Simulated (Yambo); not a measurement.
Ca₂Si (space group Fm-3m, No. 225), G0W0@PBEsol in Yambo with this input:

```
rim_cut
gw0
dyson
el_el_corr
HF_and_locXC
ppa
em1d
RandQpts= 1000000
RandGvec= 1 Ry
EXXRLvcs= 68 Ry
VXCRLvcs= 272 Ry
Chimod= "HARTREE"
% BndsRnXp
 3 | 164 |
%
NGsBlkXp= 8 Ry
% LongDrXp
 1.0 | 1.0 | 1.0 |
%
PPAPntXp= 27.2114 eV
% GbndRnge
 1 | 164 |
%
GTermKind= "BG"
DysSolver= "n"
ExtendOut
```

On a 4×4×4 mesh, with wavefunctions cut at 68 Ry, the gap (X → X) is 1.144 eV and the valence edge shifts by -0.676 eV.

### Question
What happens with this change: 2 Ry block?

### Answer
The gap falls by 0.238 eV, to 0.906 eV; the shift of the valence edge becomes -0.423 eV. Neither run is shown to be the converged limit. In the run with 164 bands and a 8 Ry block, which covers more k points, the smallest G0W0 gap is 1.05 eV, L → X.

Geometry relaxed with PBEsol; primitive cell a = 5.012 Å, b = 5.012 Å, c = 5.012 Å, α = 60.00°, β = 60.00°, γ = 60.00°.

The structure is a Materials Project entry; no match was found in the copy of COD used, and its stability was not checked.

A shift is the quasiparticle energy of the state minus its PBEsol energy.
